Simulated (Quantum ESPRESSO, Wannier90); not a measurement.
## Tight-binding from DFT: Ba2CuClO2 (R-3m)

```
begin unit_cell_cart
ang
   -2.1651599726    3.7501670791    0.0000000000
   -4.3303199452    0.0000000000    0.0000000000
   -2.1651599726    1.2500556930    9.6085300000
end unit_cell_cart
begin atoms_frac
Ba  -0.2548690000 -0.2548690000 -0.2353930000
Ba   0.2548690000  0.2548690000  0.2353930000
Cu   0.5000000000  0.5000000000  0.5000000000
Cl   0.0000000000  0.0000000000  0.0000000000
O   -0.4369820000 -0.4369820000  0.3109460000
O    0.4369820000  0.4369820000 -0.3109460000
end atoms_frac
```

Materials Project entry mp-551456; symmetrised, unrelaxed at this level. COD (Crystallography Open Database) has an entry of this formula and space group (matched by these alone). Method: PBEsol plane waves in Quantum ESPRESSO 7.5 (PseudoDojo norm-conserving files, 74 Ry, no spin polarisation, no spin-orbit coupling), Bloch states on a 4×4×4 mesh through Γ, Wannier90 4.0.1. Density: 8×8×8 mesh, Gaussian smearing 0.01 Ry. A non-magnetic state is assumed, with no Hubbard U; filled 3d bands tend to lie too high at this level. Spin-orbit coupling is left out although heavy elements are present.

Bands 28-29 form an isolated set from -0.31 to 0.00 eV relative to the valence-band maximum (on the path) and are turned into 2 Wannier functions by minimising the spread from the start: SCDM (isolated).

Q: Where do the functions sit, how wide are they and what are they made of?

A: 
```json
[
 {"functions": "2", "spread (Å²)": "2.50", "nearest atom, distance (Å)": "Cu 0.00", "second atom, distance (Å)": "O 1.82", "weight on atomic waves": "Cu 3d 58 %, O 2p 37 %"}
]
```

Ω_I = 5.00 Å², Ω_total = 5.01 Å²; the interpolated bands follow pw.x to 3.6 meV rms on the path. Only this start was tried; a symmetric start can stop on a saddle, and mixtures of these functions could lower the total by at most Ω_total − Ω_I.
